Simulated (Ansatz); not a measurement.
A geometry of Nb away from equilibrium: step 2 of the relaxation of a relaxed Nb cell, doubled along one cell vector, shaken by Gaussian noise of σ = 0.08 Å a coordinate. Calculation: PBEsol (plane waves to 420 eV, PAW, scalar-relativistic; Ansatz, an electronic-structure program). Γ-centred k-mesh 7×7×6 on the run's cell (coarser than for final values), Fermi–Dirac smearing 0.05 eV.

```xyz
8
Lattice="5.5493 -0.0018 0.0152 -2.7762 4.8428 -0.0072 0.0146 0.0004 5.3340" Properties=species:S:1:pos:R:3:forces:R:3 pbc="T T T" free_energy=-35961.372 pressure_GPa=1.8
Nb     2.7802     0.0161    -0.0262    0.2528    0.5739    0.6750
Nb     2.7088     0.0041     2.6948    0.0312   -0.7409   -0.7930
Nb    -1.4451     2.5246     0.0016    0.0688   -0.5284    0.4189
Nb    -1.4495     2.3907     2.7005    1.0420   -0.2603   -0.4304
Nb     1.3396     2.4359     0.0719   -0.0926   -0.3905   -0.8206
Nb     1.4084     2.4180     2.6794   -0.8620    0.3784    0.8889
Nb    -0.0542    -0.0676     1.3741   -0.0066    0.6951   -0.2240
Nb     0.0342     0.0078     3.9829   -0.4336    0.2728    0.2852
```

Positions in Å, forces in eV/Å, free energy of the cell in eV (comparable only within this code, potentials and settings). Largest force: 1.29 eV/Å, on Nb6 (atoms numbered as listed); the geometry lies 0.29 eV/atom above the end of its relaxation.

No spin polarisation in the result.

Of the parent cell (P6/mmm (No. 191)): it is a generated cell of Nb: the first start was made by a random draw of sites in a space group, and the end was not matched to a known phase here, so it may be hypothetical. Known forms of Nb include space group No. 229.
